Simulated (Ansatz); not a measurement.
Hf9GeMo4 in space group P6_3/mmc (No. 194; Pearson symbol hP28), the program Ansatz at the r²SCAN level (PAW), all energies at zero smearing, with the estimated change up to a 700 eV cutoff added, with one set of potentials and settings (totals compare only within such a set). Cell of 28 atoms (18 Hf, 2 Ge, 8 Mo): -331548.201 eV.

```tsv
element	reference phase	E (eV/atom)
Hf	P6_3/mmc, 2 atoms in the cell	-15733.0631
Ge	Fd-3m, 2 atoms in the cell	-4302.9041
Mo	Im-3m, 1 atoms in the cell	-4967.5975
```

Formation energy per atom, worked out: (-331548.201 − 18×(-15733.0631) − 2×(-4302.9041) − 8×(-4967.5975))/28 = -0.231 eV/atom (-22 kJ per mol of atoms), at 0 K, without zero-point energy or fitted corrections.

The workflow started from a Materials Project entry (that database holds measured and hypothetical structures alike); the Crystallography Open Database copy checked does not list it. Whether it is the stable phase at ambient conditions was not checked. Symmetry was held in the r²SCAN relaxation; whether a distortion lowers the energy is not shown. The run is not spin-polarised. The references are the lowest solids computed at this level, not always the standard phases. Spin–orbit coupling is left out wherever it is not named.

Potentials: the later of the program's two PAW sets.
